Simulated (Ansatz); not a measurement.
A relaxed cell of Te is given with its symmetry left out. The cell was found from a structure generator's guess, not taken from experiment.

These are results of DFT PBE, scalar-relativistic, plane waves, PAW in Ansatz 0.2.0, not measurements. Cutoff 420 eV, Γ-centred mesh, Gaussian smearing, no spin polarisation.

The sheet is periodic along a and b; c holds vacuum.

```xyz
3
Lattice="3.0277 0.0000 0.0000 0.0000 9.0024 0.0000 0.0000 0.0000 23.8000" Properties=species:S:1:pos:R:3 pbc="T T F"
Te    0.0000    1.5005    7.0000
Te    0.0000    7.5019    7.0000
Te    0.0000    4.5012    7.0000
```

Energies count from the standard state of Te at the same level.

Q: What layer group does it have?

A: p4/mmm (No. 61). In-plane cell: a = 3.028 Å, b = 9.002 Å, γ = 90.0°, thickness 0.00 Å between the outermost nuclei. Te at height 0.00 Å has 4 Te at 3.00–3.03 Å.

Q: How far does it lie from the standard state of Te?

A: +0.17 eV/atom. It lies above the standard state, so it could only be metastable.

Q: Is it a metal?

A: Yes, bands cross the Fermi level on the 14×6×1 mesh.

The last run used a 14×6×1 mesh for its 3-atom cell and Gaussian smearing of 0.10 eV. These runs have no spin–orbit coupling, which can matter for Te. The reference form of Te is held partly by dispersion forces, which this level lacks. Symmetry constrained the relaxation, so the result can be a saddle point.
